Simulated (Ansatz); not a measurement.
# KCd4Co3, a known structure type with other elements, at an estimated volume

```xyz
8
Lattice="4.1874 0.0000 0.0000 -2.0937 3.6264 0.0000 -2.0937 1.2088 11.3440" Properties=species:S:1:pos:R:3 pbc="T T T"
K     0.0000    2.4176    5.6720
Cd   -2.0937    3.6264    3.0721
Cd    2.0937    1.2088    8.2720
Cd   -2.0937    3.6264   10.2699
Cd    2.0937    1.2088    1.0742
Co   -2.0937    3.6264    7.7947
Co    2.0937    1.2088    3.5493
Co    0.0000    0.0000    0.0000
```

Method: PBE, no spin polarisation; PAW, plane waves to 420 eV, 8×8×8 Γ-centred mesh, fermi-dirac occupations (width 0.1 eV) (Ansatz 0.2.0), atoms fixed.

Task: Is the cell too large or too small?

Result: The pressure is 4.4 GPa (compression positive), so with the atoms held at these fractions the cell would first expand.

Task: Which atom feels the largest force, and which way?

Result: The largest is on Cd2 (and as large on other atoms): 0.67 eV/Å, components (0.00, 0.00, -0.67). It makes 101° with the line to a nearest neighbour, Co7 at 2.46 Å.

Task: What do density and ELF say about some of the short contacts?

Result: Cd–Co at 2.46 Å: least valence density 0.40 e/Å³ and ELF 0.23 there. K–Co at 3.22 Å: least valence density 0.07 e/Å³ and ELF 0.05 there. K–Cd at 3.55 Å: least valence density 0.07 e/Å³ and ELF 0.06 there. Both are smooth PAW fields, read partly inside the augmentation spheres.

Task: Metal or insulator?

Result: It is a metal on this mesh, though the bands barely overlap, with about 18 states/eV a cell as the mean within 0.25 eV of the Fermi level, mostly Co d (89 %).

Origin: a known structure type with other elements, at an estimated volume, so it need not be a known compound. Caveats: no spin polarisation, so a magnetic state may lie lower.
